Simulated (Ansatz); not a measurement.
A plane-wave DFT run in Ansatz 0.2.0 (scalar-relativistic PAW potentials unless the input names others): input and command.

```yaml
crystal:
  lattice:
    - [3.819750013, 0.0, 0.0]
    - [-1.9098750065, 3.3080005473, 0.0]
    - [0.0, 0.0, 25.1361416831]
  atoms:
    - { symbol: Si, position: [0.3333333333, 0.6666666667, 0.3031624769] }
    - { symbol: Si, position: [0.0, 0.0, 0.3286967995] }
    - { symbol: Si, position: [0.0, 0.0, 0.4230029949] }
    - { symbol: Si, position: [0.6666666667, 0.3333333333, 0.453285167] }
    - { symbol: Si, position: [0.6666666667, 0.3333333333, 0.546714759] }
    - { symbol: Si, position: [0.3333333333, 0.6666666667, 0.5769970056] }
    - { symbol: Si, position: [0.3333333333, 0.6666666667, 0.6713032236] }
    - { symbol: Si, position: [0.0, 0.0, 0.6968375736] }
kpoints:
  mp_grid: { grid: [9, 9, 1] }
hamiltonian:
  xc: r2scan
scf:
  occupations: { method: gaussian, width: 0.05 }
output:
  forces: true
  eigenvalues: true
efield:
  axis: 3
  dipole_correction: true
  ramp_width: 0.04
```

```bash
ansatz run input.yaml --threads 4 --pin off --max-ram 8192MiB --backend cpu --events-out ev --progress --plain --runs-dir out
```

Abridged log:
```
Basis set: ecut = 500 eV, 7933 PW (Γ), exchange–correlation on 120×120×768 points (64 copies of the dense FFT grid, shifted against one another)
Bands: 24, of which v1, the nominal top of the filled ones, is band 16 counted from 1 (15 counted from 0)
Symmetry: 6 space group operations
k-points: 12 of 81 (time reversal used)
SCF iter   1: F=—  HF=-5109.605698 eV  |F-HF|=—  |Δ(HF+E_count)|=         —  Δρ=3.41e-3  dr2=5.92e-2  dr2_τ=4.85e-2  ethr=1.77e-3  p= 0.000 e·Å  D=-3.53e-8 V/Å  ΔV_dip=0.00 eV  dr2_dipole=1.66e-9  V_vac-E_F(+/−)=4.81/4.81 eV  ⟨swp⟩=9.2  Hψ=2073  notcnv=0  defer=8
efield: sawtooth ramp at fractional position 0.9800 (placed from the atoms, in the widest stretch of the axis that holds none; the zero of the levels goes with the place), width 0.0400; the density the first Hamiltonian is built on has a dipole p =  0.000 e·Å; the dipole correction subtracts the counter field D = -3.53e-8 V/Å, which shifts the + side's vacuum level by +0.00 eV against the − side's; the planar-averaged density in the ramp window peaks in size at 5.1e-5 e/Å³
SCF iter   2: F=—  HF=-5109.658291 eV  |F-HF|=—  |Δ(HF+E_count)|=   5.26e-2  Δρ=1.25e-3  dr2=1.64e-2  dr2_τ=5.03e-5  ethr=1.85e-4  p= 0.000 e·Å  D=-2.36e-6 V/Å  ΔV_dip=0.00 eV  dr2_dipole=3.15e-9  V_vac-E_F(+/−)=4.81/4.81 eV  ⟨swp⟩=2.8  Hψ=643  notcnv=0  defer=22
SCF iter   3: F=—  HF=-5109.659222 eV  |F-HF|=—  |Δ(HF+E_count)|=   9.31e-4  Δρ=8.23e-4  dr2=1.08e-2  dr2_τ=6.25e-6  ethr=5.11e-5  p= 0.000 e·Å  D=-1.96e-6 V/Å  ΔV_dip=0.00 eV  dr2_dipole=9.23e-11  V_vac-E_F(+/−)=4.79/4.79 eV  ⟨swp⟩=3.0  Hψ=482  notcnv=0  defer=22
SCF iter   4: F=—  HF=-5109.658947 eV  |F-HF|=—  |Δ(HF+E_count)|=   2.75e-4  Δρ=4.59e-4  dr2=5.96e-3  dr2_τ=1.53e-6  ethr=3.38e-5  p= 0.000 e·Å  D=-8.84e-7 V/Å  ΔV_dip=0.00 eV  dr2_dipole=6.55e-10  V_vac-E_F(+/−)=4.76/4.76 eV  ⟨swp⟩=1.0  Hψ=266  notcnv=0  defer=22
SCF iter   5: F=—  HF=-5109.658583 eV  |F-HF|=—  |Δ(HF+E_count)|=   3.64e-4  Δρ=1.96e-4  dr2=1.77e-3  dr2_τ=3.95e-7  ethr=1.86e-5  p= 0.000 e·Å  D=-2.94e-7 V/Å  ΔV_dip=0.00 eV  dr2_dipole=8.04e-11  V_vac-E_F(+/−)=4.73/4.73 eV  ⟨swp⟩=1.3  Hψ=278  notcnv=0  defer=22
SCF iter   6: F=—  HF=-5109.658471 eV  |F-HF|=—  |Δ(HF+E_count)|=   1.12e-4  Δρ=1.18e-4  dr2=3.23e-4  dr2_τ=1.67e-7  ethr=5.53e-6  p=0.000 e·Å  D=1.19e-7 V/Å  ΔV_dip= 0.00 eV  dr2_dipole=3.77e-9  V_vac-E_F(+/−)=4.74/4.74 eV  ⟨swp⟩=1.8  Hψ=278  notcnv=0  defer=22
SCF iter   7: F=—  HF=-5109.658471 eV  |F-HF|=—  |Δ(HF+E_count)|=   4.11e-7  Δρ=4.68e-5  dr2=1.86e-5  dr2_τ=6.89e-8  ethr=1.01e-6  p= 0.000 e·Å  D=-2.13e-7 V/Å  ΔV_dip=0.00 eV  dr2_dipole=6.77e-10  V_vac-E_F(+/−)=4.76/4.76 eV  ⟨swp⟩=2.4  Hψ=402  notcnv=0  defer=22
SCF iter   8: F=—  HF=-5109.658416 eV  |F-HF|=—  |Δ(HF+E_count)|=   5.53e-5  Δρ=1.64e-5  dr2=3.08e-6  dr2_τ=9.22e-9  ethr=5.81e-8  p= 0.000 e·Å  D=-1.70e-7 V/Å  ΔV_dip=0.00 eV  dr2_dipole=9.95e-13  V_vac-E_F(+/−)=4.76/4.76 eV  ⟨swp⟩=2.1  Hψ=452  notcnv=0  defer=22
SCF iter   9: F=—  HF=-5109.658417 eV  |F-HF|=—  |Δ(HF+E_count)|=   1.53e-6  Δρ=5.05e-6  dr2=3.79e-7  dr2_τ=3.80e-10  ethr=9.62e-9  p= 0.000 e·Å  D=-1.19e-7 V/Å  ΔV_dip=0.00 eV  dr2_dipole=5.48e-11  V_vac-E_F(+/−)=4.76/4.76 eV  ⟨swp⟩=2.5  Hψ=493  notcnv=0  defer=22
SCF iter  10: F=—  HF=-5109.658417 eV  |F-HF|=—  |Δ(HF+E_count)|=   5.97e-8  Δρ=2.43e-6  dr2=1.10e-7  dr2_τ=8.89e-11  ethr=3.13e-10  p= 0.000 e·Å  D=-6.60e-8 V/Å  ΔV_dip=0.00 eV  dr2_dipole=6.53e-12  V_vac-E_F(+/−)=4.76/4.76 eV  ⟨swp⟩=14.2  Hψ=1716  notcnv=0
SCF iter  11: F=-5109.658417 eV  HF=-5109.658417 eV  |F-HF|=4.68e-10  |Δ(HF+E_count)|=   6.68e-9  Δρ=9.96e-7  dr2=9.02e-9  dr2_τ=3.92e-11  ethr=3.13e-10  p= 0.000 e·Å  D=-3.54e-8 V/Å  ΔV_dip=0.00 eV  dr2_dipole=4.89e-12  V_vac-E_F(+/−)=4.77/4.77 eV  ⟨swp⟩=5.4  Hψ=1059  notcnv=0
SCF 1 converged in 11 iterations: F = -5109.658417 eV  dr2 = 9.02e-9
SCF converged after 11 iterations
Free energy (F): -5109.658417 eV
Harris-Foulkes:  -5109.658417 eV  (|F-HF|=4.68e-10)
Internal energy: -5109.641773 eV  (E = F + TS)
E sigma→0 (E₀):  -5109.650095 eV
Entropy (-TS):   -0.016645 eV (-2.081 meV/atom)
Fermi energy:    0.806623 eV
Dipole field:    D = 0.000002 V/Å  (p = 0.000004 e·Å, saw-weighted, corrected)
Work function:   Φ+ = 4.7654 eV   Φ− = 4.7655 eV
Levels:          The Fermi level and band energies are counted from a zero that moves with the ramp; work functions are not
--- Forces (eV/Å), atoms counted from 1 ---
  atom   1  Si     0.00000000     0.00000000    -0.04710849
  atom   2  Si     0.00000000     0.00000000    -0.11211552
  atom   3  Si     0.00000000     0.00000000    -0.03865878
  atom   4  Si     0.00000000     0.00000000     0.02654234
  atom   5  Si     0.00000000     0.00000000    -0.02652750
  atom   6  Si     0.00000000     0.00000000     0.03865093
  atom   7  Si     0.00000000     0.00000000     0.11211295
  atom   8  Si     0.00000000     0.00000000     0.04710355
```

Apart from outputs, empty bands and the relaxation, which only the reference makes, the input differs from a reference run on usual settings in hamiltonian.xc: "lda" → "r2scan"; basis.ecutwfc: 420 → not typed. The reference, at the same geometry, ended its own course with largest force 0.012 eV/Å, no gap on the mesh. This run converged in 11 SCF iterations with a total energy on another zero, largest force 0.112 eV/Å, no gap on the mesh.

It took 7.2 s on 4 threads of AMD EPYC 7R43 64-Core Processor (Zen 3) (shared host), peak memory 1.2 GiB.